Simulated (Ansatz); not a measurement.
This MgCd₅O₆ structure is the end of a relaxation. The cell was found from a structure generator's guess, not taken from experiment.

Method: DFT PBE, scalar-relativistic, plane waves, PAW (Ansatz 0.2.0). Cutoff 420 eV, Γ-centred mesh, Gaussian smearing, no spin polarisation.

```yaml
crystal:
  lattice:
    - [3.30297, 0.00000, 0.00000]
    - [-1.65149, 2.86046, 0.00000]
    - [0.00000, 0.00000, 16.38925]
  atoms:
    - { symbol: Mg, position: [0.00000, 0.00000, 0.50000] }
    - { symbol: Cd, position: [0.66667, 0.33333, 0.65744] }
    - { symbol: Cd, position: [0.33333, 0.66667, 0.34255] }
    - { symbol: Cd, position: [0.66667, 0.33333, 0.17126] }
    - { symbol: Cd, position: [0.00000, 0.00000, 0.00000] }
    - { symbol: Cd, position: [0.33333, 0.66667, 0.82874] }
    - { symbol: O, position: [0.33333, 0.66667, 0.56919] }
    - { symbol: O, position: [0.66667, 0.33333, 0.43081] }
    - { symbol: O, position: [0.00000, 0.00000, 0.25708] }
    - { symbol: O, position: [0.33333, 0.66667, 0.08568] }
    - { symbol: O, position: [0.66667, 0.33333, 0.91432] }
    - { symbol: O, position: [0.00000, 0.00000, 0.74292] }
```

Formation energies are uncorrected and refer to the elements' standard structures at the same level (O₂ as a molecule).

Question: What space group does it have?

Answer: P-3m1 (No. 164), with Mg and Cd ordered on rock salt sites. Conventional cell: a = 3.303 Å, c = 16.389 Å. Mg has 6 O at 2.22 Å; around Cd on a site of symmetry 3m lie 6 O at 2.37–2.39 Å; Cd on a second site of symmetry 3m has 6 O at 2.37 Å; around O on its first site lie 3 Mg at 2.22 Å and 3 Cd at 2.39 Å; 3 more sites not described.

Question: What is its formation energy per atom?

Answer: −1.26 eV/atom. A negative formation energy is needed for stability but isn't enough: competing phases decide.

Question: Is it a metal?

Answer: There is no gap on the 12×12×4 mesh, but valence and conduction bands overlap by only 0.02 eV, so at this level it is a semimetal.

The last run used a 12×12×4 mesh (in the run's order of axes) for its 12-atom cell and Gaussian smearing of 0.10 eV. The zero gap may come from the functional, which often closes small gaps. A structure relaxed within its symmetry needn't be a true minimum.
